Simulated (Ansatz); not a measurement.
TaTe in space group Cmcm (No. 63; Te on 4c, Ta on 4c), PBEsol (plane waves, PAW; program Ansatz), all energies at zero smearing, with the estimated change up to a 700 eV cutoff added, with one set of potentials and settings (totals compare only within such a set). Cell of 4 atoms (2 Te, 2 Ta): -33417.866 eV.

| element | reference phase | E (eV/atom) |
|---|---|---|
| Te | P3_121, 3 atoms in the cell | -6901.6024 |
| Ta | Im-3m, 1 atoms in the cell | -9807.4091 |

Formation energy per atom, worked out: (-33417.866 − 2×(-6901.6024) − 2×(-9807.4091))/4 = 0.039 eV/atom (4 kJ per mol of atoms), at 0 K, without zero-point energy or fitted corrections.

The start of the workflow was typed in or built on a structure type; neither database checked (COD, Materials Project) lists it. Its standing as an ambient phase is unchecked. The PBEsol relaxation kept the symmetry of its start; its stability against distortions is not shown here. No spin polarisation was allowed. The references are the lowest solids computed at this level, not always the standard phases. Scalar-relativistic: spin–orbit coupling is off unless named, which matters more the heavier the elements.

Potentials: the earlier of the program's two PAW sets. The files were generated under PBE; for other functionals the program regenerates the frozen cores, and for LDA and PBEsol the local potential too.
